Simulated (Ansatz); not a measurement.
**Property card for YPt$_{3}$**

YPt$_{3}$:
```cif
data_Pt3Y
_chemical_formula_sum 'Pt3 Y1'
_space_group_name_H-M_alt 'P 1'
_space_group_IT_number 1
_cell_length_a 5.13469
_cell_length_b 5.13469
_cell_length_c 5.13469
_cell_angle_alpha 132.867
_cell_angle_beta 132.867
_cell_angle_gamma 68.863
loop_
_space_group_symop_operation_xyz
  'x, y, z'
loop_
_atom_site_label
_atom_site_type_symbol
_atom_site_fract_x
_atom_site_fract_y
_atom_site_fract_z
_atom_site_occupancy
Pt1 Pt 0.50000 0.50000 0.00000 1
Pt2 Pt 0.75000 0.25000 0.50000 1
Pt3 Pt 0.25000 0.75000 0.50000 1
Y1 Y 0.00000 0.00000 0.00000 1
```

Space group I4/mmm (No. 139); conventional cell a = b = 4.1058 Å, c = 8.4702 Å, α = β = γ = 90.00°.

Method: PBE in the plane-wave PAW code Ansatz. Structure relaxed to zero pressure with the same functional. Other levels are named where they apply.

### Cell and energy

```
Quantity                                                      Result
-----------------------------------------------------  -------------
Volume per atom                                             17.85 Å³
Density                                                  15.68 g/cm³
Formation energy from the elements (no fitted shifts)  -846 meV/atom
```

### Electronic structure

```
Item                                                                       Result
------------------------------------  -------------------------------------------
Electronic character                                            metallic (no gap)
Density of states at the Fermi level  1.2 states/eV per atom (mean over ±0.08 eV)
```

### Mechanics

```
Item                                 Result
----------------------------------  -------
Bulk modulus (Birch–Murnaghan fit)  161 GPa
Pressure derivative B′                  5.0
```

The cell is a constructed one: a structure type filled with these elements; neither database checked (COD, Materials Project) lists it. COD files the formula under space group No. 221. Whether it is the stable phase at ambient conditions was not checked. The cell was relaxed with PBE under the symmetry of its start; whether a distortion lowers the energy is not shown. No spin polarisation was allowed. Axis ratios of metals converge slowly with the k-mesh, so a and c are less sure than the volume. The references are the lowest solids computed at this level, not always the standard phases. Spin–orbit coupling is left out wherever it is not named.

Potentials: the earlier of the program's two PAW sets.
